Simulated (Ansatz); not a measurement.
Here is the system:

SiGeC$_{2}$:
```xyz
4
Lattice="3.1559 0.0000 0.0000 0.0000 3.1559 0.0000 0.0000 0.0000 4.4563" Properties=species:S:1:pos:R:3 pbc="T T T"
Ge     1.5780     1.5780     2.2282
Si     0.0000     0.0000     0.0000
C      1.5780     0.0000     3.4034
C      0.0000     1.5780     1.0529
```

This is the r²SCAN-relaxed structure. Tensor components refer to the Cartesian frame of this cell.

Question: All from plane-wave PAW r²SCAN (Ansatz code), unless another level is named. Estimate the Debye temperature from the elastic constants.

Answer: 913 K.

Question: Next, the piezoelectric stress constants (proper, relaxed ions, C/m²)?

Answer: e15 = 0.09, e24 = -0.09, e31 = 0.08, e32 = -0.08.

Space group P-4m2. The start of the workflow was typed in or built on a structure type; neither database checked (COD, Materials Project) lists it. Whether it is the stable phase at ambient conditions was not checked. The cell was relaxed with r²SCAN under the symmetry of its start; its stability against distortions is not shown here. Signs of piezoelectric constants follow the polarity of the cell as given.

Potentials: the later of the program's two PAW sets.
